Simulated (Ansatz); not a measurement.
ZnS with nitrogen replacing S: which input changes reach the field gradients?

Cell: a supercell of ZnS (space group P6_3mc) built from a structure deposited in the COD (the entry's cell lengths or inner coordinates differ somewhat from later room-temperature determinations), with all atoms left at the host's positions.

```cif
data_Zn18S17N
_symmetry_space_group_name_H-M 'P31m'
_symmetry_Int_Tables_number 157
_cell_length_a 6.6026
_cell_length_b 6.6026
_cell_length_c 18.6900
_cell_angle_alpha 90.000
_cell_angle_beta 90.000
_cell_angle_gamma 120.000
loop_
_atom_site_label
_atom_site_type_symbol
_atom_site_symmetry_multiplicity
_atom_site_Wyckoff_symbol
_atom_site_fract_x
_atom_site_fract_y
_atom_site_fract_z
Zn1 Zn 1 a 0.0000 0.0000 0.0000
Zn2 Zn 2 b 0.3333 0.6667 0.0000
Zn4 Zn 1 a 0.0000 0.0000 0.5000
Zn5 Zn 2 b 0.3333 0.6667 0.5000
Zn7 Zn 3 c 0.3333 0.3333 0.1667
Zn10 Zn 3 c 0.3333 0.0000 0.6667
Zn13 Zn 3 c 0.3333 0.0000 0.3333
Zn16 Zn 3 c 0.3333 0.3333 0.8333
N N 1 a 0.0000 0.0000 0.1250
S20 S 2 b 0.3333 0.6667 0.1250
S22 S 1 a 0.0000 0.0000 0.6250
S23 S 2 b 0.3333 0.6667 0.6250
S25 S 3 c 0.3333 0.3333 0.2917
S28 S 3 c 0.3333 0.0000 0.7917
S31 S 3 c 0.3333 0.0000 0.4583
S34 S 3 c 0.3333 0.3333 0.9583
```

One atom of each set is listed.

Reference run. Level of theory: DFT, PBE, plane waves and PAW, scalar-relativistic, collinear spin, 420 eV cutoff, Γ-centred 3×3×1 k-points, Fermi–Dirac smearing 0.01 eV (Ansatz 0.2.0). Start moments as typed (μB): 1 on each N, none on the rest.

It gives V_zz (10²¹ V/m²) N -3.77 (η 0.00), Zn7 2.54 (η 0.20), S20 -1.68 (η 0.00), among others. Each of these runs changes the input as listed (caps on SCF iterations aside):

A. scf.initial_density.chi_scale: not typed → 0.0; hamiltonian.pseudopotentials: {kind: paw} → {kind: paw, source: ansatz}; kpoints.mp_grid.grid: [3, 3, 1] → [2, 2, 1]
B. hamiltonian.xc: pbe → revpbe; scf.occupations.method: fermi_dirac → methfessel_paxton; scf.occupations.width: 0.01 → 0.15

Question: How does each run end, and how far do the gradients move?

Answer: 

```json
{"run": "A", "N V_zz (η)": "1.36 (0.00)", "Zn7 V_zz (η)": "1.77 (0.07)", "S20 V_zz (η)": "-0.85 (0.00)", "largest change of a gradient tensor, all atoms": "5.13", "note": "converged; another set of PAW files; cutoff taken 870 eV; mesh coarser than the reference's"}
{"run": "B", "N V_zz (η)": "-3.93 (0.00)", "Zn7 V_zz (η)": "2.65 (0.20)", "S20 V_zz (η)": "-1.66 (0.00)", "largest change of a gradient tensor, all atoms": "0.16", "note": "converged; another functional"}
```

Run A moves them most, on N (V_zz from -3.77 to 1.36).

Run A changes hamiltonian.pseudopotentials, kpoints.mp_grid.grid together, so the table can't tell their shares apart.

Run B changes hamiltonian.xc, scf.occupations together, so the table can't tell their shares apart.

On the reference run: The defect repeats with the cell of 36 atoms, so it feels its images: sites between two images don't show the values beside a lone defect, and zeros or small values of η there can come from the images' arrangement. S and Zn carry a gradient in the pure host already, so the values there aren't the defect's effect alone. The defect cell has no gap above 0.1 eV on its mesh, so the values can hang on the smearing and the k-mesh. The neighbours have not yet relaxed around the defect (largest force 1.7 eV/Å), so a real crystal will differ.
